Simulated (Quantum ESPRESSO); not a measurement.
**Kohn-Sham bands of HgSe (P3₂21)**

```
HgSe
1.0
    4.42168     0.00000     0.00000
   -2.21084     3.82929     0.00000
    0.00000     0.00000     9.90160
Hg Se
3 3
Cartesian
  0.61488  -1.06500   3.30053
  0.61488   1.06500   0.00000
 -1.22976   0.00000  -3.30053
 -1.09229   1.89190  -1.65027
 -1.09229  -1.89190   4.95080
  2.18458   0.00000   1.65027
```

Structure: Materials Project mp-1018722, symmetrised, not relaxed again. Not found in the COD (Crystallography Open Database) copy used, which has the formula in other groups; not checked further. Level: PBEsol, no spin polarisation, no spin-orbit coupling; pw.x of Quantum ESPRESSO at 69 Ry with PseudoDojo potentials, 4×4×4 k-points, Wannier90. Density: 12×12×4 mesh, cold smearing 0.01 Ry. The cell is built of weakly bound layers, chains or molecules, whose nearest atoms lie 3.28 Å apart. Database cells relaxed without dispersion often hold them too far apart, which can enlarge gaps and weakens couplings between them; spacing and stacking were not compared with the measured crystal. Spin-orbit coupling is left out although heavy elements are present.

Task: List the Kohn-Sham levels between −8 and 4.0 eV relative to the valence-band maximum at the high-symmetry points, as a band run of pw.x on that density gives them (levels within 2 meV counted together).

Result: 
```csv
point,k (reciprocal lattice),levels (eV)
Γ,0.000 0.000 0.000,"-7.07 (×2), -6.69, -6.60 (×2), -6.40, -6.31, -6.25 (×2), -6.05 (×2), -5.98 (×2), -5.94, -5.92, -4.18 (×2), -1.92, -1.58, -1.29 (×2), -0.19, -0.03 (×2), 1.00, 2.75 (×2)"
M,0.500 0.000 0.000,"-7.08, -7.02, -6.64, -6.52, -6.45, -6.43, -6.21, -6.15, -6.09, -6.01, -5.96, -5.94, -5.89, -5.88, -5.59, -4.53, -4.29, -3.47, -2.85, -2.35, -1.88, -1.07, -0.77, -0.61, 1.38, 2.46, 2.53, 3.11"
K,0.333 0.333 0.000,"-7.06 (×2), -6.49 (×2), -6.47, -6.35, -6.15 (×2), -6.01 (×2), -5.99, -5.92 (×2), -5.91, -5.80, -4.19, -4.01 (×2), -3.09, -2.50 (×2), -1.12, -0.78 (×2), 1.91, 2.27 (×2)"
A,0.000 0.000 0.500,"-7.49, -6.78 (×2), -6.50, -6.41 (×2), -6.40, -6.26 (×2), -6.03, -6.03, -6.00 (×2), -5.92 (×2), -4.33, -3.25 (×2), -1.33, -1.22 (×2), -0.07 (×2), 0.00, 1.81 (×2), 2.58, 3.89"
L,0.500 0.000 0.500,"-7.35, -6.72, -6.64, -6.48, -6.37, -6.30, -6.24, -6.18, -6.13, -6.01, -5.95, -5.91, -5.90, -5.88, -5.88, -4.62, -4.10, -3.60, -2.74, -2.03, -1.78, -1.72, -0.74, -0.58, 1.57, 2.31, 2.77, 3.49"
H,0.333 0.333 0.500,"-7.33, -6.59 (×2), -6.42, -6.35 (×2), -6.27, -6.19 (×2), -5.97, -5.96, -5.94 (×2), -5.87 (×2), -4.18, -4.07 (×2), -2.42 (×2), -1.96, -1.85 (×2), -0.64, 2.34, 2.90 (×2)"
```
